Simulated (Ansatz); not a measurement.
This cell of CdI₂ (CdI2 type) is off equilibrium:

```xyz
3
Lattice="4.2423 0.0000 0.0000 -2.1211 3.6739 0.0000 0.0000 0.0000 6.2793" Properties=species:S:1:pos:R:3 pbc="T T T"
Cd     0.0000     0.0000     0.0000
I      0.0000     2.4493     1.5918
I      2.1211     1.2246     4.6875
```

All values below come from PBE-D3(BJ) (plane waves to 420 eV, PAW, scalar-relativistic; Ansatz, a first-principles code). k mesh 9×9×5 (Γ-centred), Fermi-Dirac smearing 0.05 eV. E stands for the smeared free energy. Compression counts positive. As the atoms are clamped, bonds stretch with the cell, which overstates energies and stresses. CdI2 was relaxed with its symmetry unable to fall. Spin-orbit coupling is left out, though I is heavy. The PAW data are Ansatz's earlier set.

Problem. Give the stress tensor in GPa and the pressure.

Solution. 
```
   2.79     0.00     0.00
   0.00     2.79     0.00
   0.00     0.00     4.67
```
The pressure, a third of the trace, is 3.42 GPa.

Problem. It is the relaxed cell deformed to V/V₀ = 0.920, (c/a)/(c/a)₀ = 0.920, c along z, fractional positions held. What is its energy relative to the relaxed cell?

Solution. 39.2 meV/atom.

(A scan under strain: stresses follow from slopes of the energy per volume, elastic moduli from its curvatures.)
